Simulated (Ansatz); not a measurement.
Zr (hcp, Mg type)

```xyz
2
Lattice="3.2313 0.0000 0.0000 -1.6156 2.7984 0.0000 0.0000 0.0000 5.1732" Properties=species:S:1:pos:R:3 pbc="T T T"
Zr     0.0000     1.8656     3.8799
Zr     1.6156     0.9328     1.2933
```

Computed with PBE (plane waves to 420 eV, PAW, scalar-relativistic; Ansatz, a quantum-chemistry and plane-wave program). DFPT wavenumbers on a 18×18×10 k mesh, in cm⁻¹ and rounded to 5; i marks imaginary ones, q is in fractions of the reciprocal vectors of the cell shown, and the three acoustic modes at Γ are left out. Zr is run without spin polarisation. Zr was relaxed with its symmetry unable to fall.

Q: Is the structure dynamically stable at Γ, M = (0.5, 0.0, 0.0), A = (0.0, 0.0, 0.5), L = (0.5, 0.0, 0.5)?

A: No imaginary mode at these points (lowest 50 cm⁻¹ at A = (0.0, 0.0, 0.5)); other wave vectors were not tested.

Q: Predict the phonon wavenumbers at Γ, M = (0.5, 0.0, 0.0), A = (0.0, 0.0, 0.5), L = (0.5, 0.0, 0.5).

A: 
```csv
q,wavenumbers (cm⁻¹)
Γ,"75 (×2), 145"
"M = (0.5, 0.0, 0.0)","75, 75, 150, 155, 175, 175"
"A = (0.0, 0.0, 0.5)","50 (×4), 135 (×2)"
"L = (0.5, 0.0, 0.5)","120 (×2), 125 (×2), 185 (×2)"
```
